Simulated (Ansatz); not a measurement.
Task: Monolayer SnSe2 (1T, P-3m1 in the vacuum cell, 3 atoms) is relaxed with LDA (plane waves, PAW; program Ansatz). What in-plane lattice and thickness result?

Result: a = 3.769 Å; 3.16 Å between the outermost nuclei.

Band gap: 0.68 eV (indirect). Valence-band maximum: on the Γ–M line, 24 % of the way from Γ. Conduction-band minimum: at M. Ionisation potential (Kohn–Sham): 6.12 eV. Electron affinity (Kohn–Sham): 5.44 eV. Electron effective mass, in the valley at M: 0.19 along x, 0.74 along y (mₑ). Hole effective mass, in the valley on the Γ–M line, 24 % of the way from Γ: 0.19 along x, 1.5 along y (mₑ).

A layer that has been made, often on a substrate. Symmetry was held in the LDA relaxation; whether a distortion lowers the energy is not shown. Scalar-relativistic: spin–orbit coupling is off unless named, which matters more the heavier the elements.

Potentials: the later of the program's two PAW sets.
